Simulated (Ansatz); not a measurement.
CuCl:
```cif
data_ClCu
_chemical_formula_sum 'Cu1 Cl1'
_space_group_name_H-M_alt 'P 1'
_space_group_IT_number 1
_cell_length_a 3.83539
_cell_length_b 3.83539
_cell_length_c 3.83539
_cell_angle_alpha 60.000
_cell_angle_beta 60.000
_cell_angle_gamma 60.000
loop_
_space_group_symop_operation_xyz
  'x, y, z'
loop_
_atom_site_label
_atom_site_type_symbol
_atom_site_fract_x
_atom_site_fract_y
_atom_site_fract_z
_atom_site_occupancy
Cu1 Cu 0.00000 0.00000 0.00000 1
Cl1 Cl 0.75000 0.75000 0.75000 1
```

Relaxed with PBE.

Q: Tabulate the valence density and the electron localisation function along the shortest Cu–Cl contact (2.35 Å), plane-wave PAW PBE (Ansatz code).

A: 

```tsv
distance from Cu (Å)	density (e/Å³)	ELF
0.23	41.39	0.81
0.35	22.18	0.62
0.47	10.22	0.41
0.59	4.41	0.26
0.70	1.92	0.19
0.82	0.89	0.14
0.94	0.50	0.12
1.06	0.42	0.15
1.17	0.45	0.33
1.29	0.57	0.62
1.41	0.78	0.81
1.53	1.09	0.87
1.64	1.48	0.88
1.76	1.81	0.85
1.88	1.82	0.78
2.00	1.40	0.63
2.11	0.68	0.42
```

The density is the valence pseudo-density with augmentation charge, so density and ELF within about 1 Å of a nucleus are not all-electron values.

Space group F-43m (zinc blende). The PBE relaxation kept the symmetry of its start; phonons on a q-mesh show no instability. No spin polarisation was allowed.

Potentials: the later of the program's two PAW sets.
